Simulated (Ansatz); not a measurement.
**Equation of state of Sb2Au**

A database entry relaxed whole under r2SCAN (Fm-3m):

```xyz
3
Lattice="0.0000 3.4188 3.4188 3.4188 0.0000 3.4188 3.4188 3.4188 0.0000" Properties=species:S:1:pos:R:3 pbc="T T T"
Sb    1.7094    1.7094    1.7094
Sb    5.1282    5.1282    5.1282
Au    0.0000    0.0000    0.0000
```

The cell was scaled uniformly, its shape held, and the atoms relaxed at each volume with plane-wave PAW DFT (Ansatz 0.2.0; r2SCAN, 500 eV, 9×9×9 Γ-centred mesh, fermi-dirac occupations of width 0.100 eV; no spin, no spin-orbit coupling). One row is withheld.

```csv
volume (Å³/atom),energy over the lowest (meV/atom),pressure (GPa)
25.042,27.1,5.72
25.574,11.7,3.60
26.107,?,?
26.640,0.0,0.06
27.173,2.4,-1.42
27.706,9.4,-2.73
28.238,20.5,-3.89
```

Task: Fit the pressures of the other rows to the third-order Birch-Murnaghan form.

Result: With f = [(V₀/V)^(2/3) − 1]/2 and P = 3B₀f(1 + 2f)^(5/2)[1 + 3(B₀′ − 4)f/2], least squares gives V₀ = 26.66 Å³ an atom, B₀ = 78.1 GPa and B₀′ = 5.0; the rows miss the fit by less than 0.01 GPa. The slope of the energies differs from these pressures by less than 0.05 GPa.

Task: What does the withheld row hold?

Result: The fit gives 1.72 GPa at 26.107 Å³; the run gave 1.72 GPa and 2.9 meV an atom.

Caveats: the shape of the cell was held; 0 K, fixed nuclei; the symmetry was kept, and this need not be the phase that is stable at 0 K; one mesh for all volumes; the relaxed cell lies far from the entry, by an error of the functional or of the entry; pressure is positive in compression.
